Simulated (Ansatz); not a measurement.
# Ansatz 0.2.0, relaxation: LiCd

Launch command:

```bash
ansatz run input.yaml --threads 2 --pin off --max-ram 2560MiB --backend cpu --events-out ev --progress --plain --runs-dir out
```

Input:

```yaml
crystal:
  lattice:
    - [0.0, 3.509118, 3.509118]
    - [3.509118, 0.0, 3.509118]
    - [3.509118, 3.509118, 0.0]
  atoms:
    - { symbol: Cd, position: [0.5, 0.5, 0.5] }
    - { symbol: Cd, position: [0.75, 0.75, 0.75] }
    - { symbol: Li, position: [0.0, 0.0, 0.0] }
    - { symbol: Li, position: [0.25, 0.25, 0.25] }
  symmetry: { tolerance: 0.0003 }
kpoints:
  mp_grid: { grid: [8, 8, 8], shift: [0, 0, 0] }
magnetization:
  spin_polarized: false
scf:
  occupations: { method: fermi_dirac }
  lower_state_search: "off"
hamiltonian:
  pseudopotentials: { kind: paw }
  xc: pbesol
basis:
  ecutwfc: 420
  fft_grid_basis: typed
relax:
  max_steps: 40
  cell: { p_target: 0.0 }
output:
  forces: true
  stress: true
  eigenvalues: true
  bader: true
  populations: true
  elf: true
  write_potential: true
  volumetric_format: npy
  dos:
    e_range: [-12, 8]
    de: 0.05
    projected: { site_lists: { Cd: [Cd], Li: [Li] } }
checkpoint:
  read: saved_state
```

Origin of the cell: a known structure type with other elements, at an estimated volume, so it need not be a known compound.

The smearing width isn't typed, so it takes its default of 0.1 eV.

The saved state is a converged single point of the same cell.

Excerpt of the output:

```
SCF iter   1: F=—  HF=-16774.946115 eV  Δρ=3.62e-4  dr2=9.75e-5
SCF iter   2: F=—  HF=-16774.946136 eV  Δρ=2.37e-4  dr2=4.33e-5
SCF iter   3: F=—  HF=-16774.946145 eV  Δρ=3.95e-5  dr2=1.18e-6
SCF iter   4: F=—  HF=-16774.946145 eV  Δρ=1.65e-5  dr2=1.41e-7
SCF iter   5: F=-16774.946145 eV  HF=-16774.946145 eV  Δρ=2.78e-6  dr2=3.80e-9
relax step   1: F+E_penalty+E_count = -16774.946145 eV  Δ(F+E_penalty+E_count) = +0.000e0 eV  max|allowed force component| = 1.735e-17 eV/Å  Δτ_max = 0.0000 Å  P = -4.875 GPa  Ω = 86.422 Å³ […]
relax step   2: F+E_penalty+E_count = -16775.201189 eV  Δ(F+E_penalty+E_count) = -2.550e-1 eV  max|allowed force component| = 1.092e-16 eV/Å  Δτ_max = 0.0000 Å  P = -1.279 GPa  Ω = 74.389 Å³ […]
relax step   3: F+E_penalty+E_count = -16775.209824 eV  Δ(F+E_penalty+E_count) = -8.634e-3 eV  max|allowed force component| = 4.174e-17 eV/Å  Δτ_max = 0.0000 Å  P = +0.630 GPa  Ω = 70.886 Å³ […]
relax step   4: F+E_penalty+E_count = -16775.211691 eV  Δ(F+E_penalty+E_count) = -1.867e-3 eV  max|allowed force component| = 5.314e-17 eV/Å  Δτ_max = 0.0000 Å  P = +0.004 GPa  Ω = 71.928 Å³ […]
relax step   5: F+E_penalty+E_count = -16775.209591 eV  Δ(F+E_penalty+E_count) = +2.100e-3 eV  max|allowed force component| = 6.016e-17 eV/Å  Δτ_max = 0.0000 Å  P = -0.004 GPa  Ω = 71.928 Å³  stress off target by 4.14e-3 GPa […]
SCF 5 converged in 7 iterations: F = -16775.209591 eV  dr2 = 2.95e-12
basis re-selected at this cell: Δ(F+E_penalty+E_count) = +2.100e-3 eV, ΔP = -0.008 GPa vs the last step (what re-selecting the basis moved, of the pressure what is left beyond the Pulay corre […]
SCF converged after 7 iterations
Free energy (F): -16775.209591 eV
Harris-Foulkes:  -16775.209591 eV  (|F-HF|=3.64e-12)
Internal energy: -16775.170931 eV  (E = F + TS)
E sigma→0 (E₀):  -16775.190261 eV
Entropy (-TS):   -0.038659 eV (-9.665 meV/atom)
Fermi energy:    9.393947 eV
--- Per-component energies (eV) ---
  E_band       = -1115.634025
  E_kinetic    = 1053.726251
  E_local      = -7585.472299  (includes V_loc(G=0)·N_el)
  E_nonlocal   = 2.196691
  E_hartree    = 3490.551195
  E_xc         = -373.717594
  E_vxc        = -471.750376  (∫ρ·V_xc dr)
  E_paw        = -8062.350810  (= ΣΔE_a)
  E_vpaw       = -1095.436554  (= ΣTr[D̂ρ^β])
  E_aug_tail   = 0.000040  (compensation charges beyond the density's cutoff)
  E_ewald      = -5300.788324
  E_core_change = 0.683919  (= ΣΔE_core)
  E_smearing   = -0.038659  (= −TS)
  Σ components = -16775.209591   (vs F -16775.209591, Δ=0.00e0)
--- Forces (eV/Å), atoms counted from 1 ---
  atom   1  Cd    -0.000000    -0.000000     0.000000
  atom   2  Cd    -0.000000     0.000000     0.000000
  atom   3  Li     0.000000     0.000000     0.000000
  atom   4  Li    -0.000000    -0.000000    -0.000000
  max |Σ_I F_I| component: 3.70e-17 eV/Å
--- Stress (GPa, compression-positive) ---
       -0.004140       0.000000       0.000000
        0.000000      -0.004140       0.000000
        0.000000       0.000000      -0.004140
  P = ⅓ Tr σ = -0.0041 GPa (-0.041 kbar)
--- Relaxed structure (4 steps of the walk, 4 accepted, 1 SCFs on fresh bases) ---
  F+E_penalty+E_count = -16775.209591 eV   max|allowed force component| = 6.016e-17 eV/Å   (the final SCF, on the basis selected at the relaxed cell)
  cell:  # Å, volume = 71.9284 Å³
    - [0.0, 3.300832, 3.300832]
    - [3.300832, 0.0, 3.300832]
    - [3.300832, 3.300832, 0.0]
  atoms:
    - { symbol: Cd, position: [0.500000, 0.500000, 0.500000] }
    - { symbol: Cd, position: [0.750000, 0.750000, 0.750000] }
    - { symbol: Li, position: [0.0, 0.0, 0.0] }
    - { symbol: Li, position: [0.250000, 0.250000, 0.250000] }
--- Löwdin populations: 4 sites ---
  site symbol       q [e]
     0     Cd     19.3928
     1     Cd     19.3928
     2     Li      2.9340
     3     Li      2.9340
  spilling = 0.029269 (of n_electrons = 46.000000)
--- Bader charges: 4 sites ---
  site symbol  charge [e]  shift [e]
     0     Cd     -0.8318     0.0004
     1     Cd     -0.8318     0.0004
     2     Li      0.8318     0.0004
     3     Li      0.8318     0.0004
  estimated error of the sums over rays = 1.6e-4 e
```

The starting structure.

Space group Fd-3m (No. 227); the run's cell has a = 4.963 Å, b = 4.963 Å, c = 4.963 Å, α = 60.00°, β = 60.00°, γ = 60.00°. Shortest distances: Cd–Cd 3.04 Å, Cd–Li 3.04 Å, Li–Li 3.04 Å.

The relaxed structure.

Space group Fd-3m (No. 227); the run's cell has a = 4.668 Å, b = 4.668 Å, c = 4.668 Å, α = 60.00°, β = 60.00°, γ = 60.00°. Shortest distances: Cd–Li 2.86 Å, Li–Li 2.86 Å, Cd–Cd 2.86 Å.

| Quantity | Value |
| --- | --- |
| Free energy lowered by | 65.9 meV/atom |
| Volume change | -16.77 % |
| Final pressure | 0.00 GPa |
| Relaxation steps listed | 5 |

Caveats: the relaxation held the start's symmetry, so the end may be a saddle point.

The run took 30 s of wall time on 2 CPU thread(s) of a shared host, from a saved density.
